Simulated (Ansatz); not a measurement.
Strain response of Zn

These are results of DFT PBEsol, scalar-relativistic, plane waves, PAW (Ansatz 0.2.0), not measurements. (420 eV cutoff, 24×24×12 k-mesh, Gaussian smearing of 0.10 eV, no spin polarisation)

Starting point, cell and atoms relaxed:

```
CELL_PARAMETERS angstrom
2.59270 0.00000 0.00000
-1.29635 2.24535 0.00000
0.00000 0.00000 4.89472
ATOMIC_POSITIONS crystal
Zn 0.33333 0.66667 0.25000
Zn 0.66667 0.33333 0.75000
```

Deformation: uniaxial strain along a, with the lengths of b and c and the atoms relaxed and the angles held, all within the symmetry that the strain leaves. Energies are extrapolated to zero smearing. On this cell's mesh the reference holds a stress of up to 0.51 GPa.

```csv
strain (%),ΔE (meV/atom),a (Å),b (Å),c (Å)
-3.0,10.4,2.515,2.586,4.931
-2.0,4.7,2.541,2.591,4.900
-1.0,1.2,2.567,2.595,4.884
+0.0,0.0,2.593,2.593,4.895
+1.0,0.4,2.619,2.601,4.854
+2.0,2.2,2.645,2.606,4.811
+3.0,4.3,2.670,2.614,4.758
```

Question: What stiffness (1/V) d²E/dε² at zero strain does a cubic fit over all points give?

Answer: A cubic fit gives (1/V) d²E/dε² = 184 GPa at zero strain (Young's modulus along this axis, angles held).

Question: How does the free axis b answer a small strain?

Answer: Between the innermost points its strain is 0.13 times the applied one.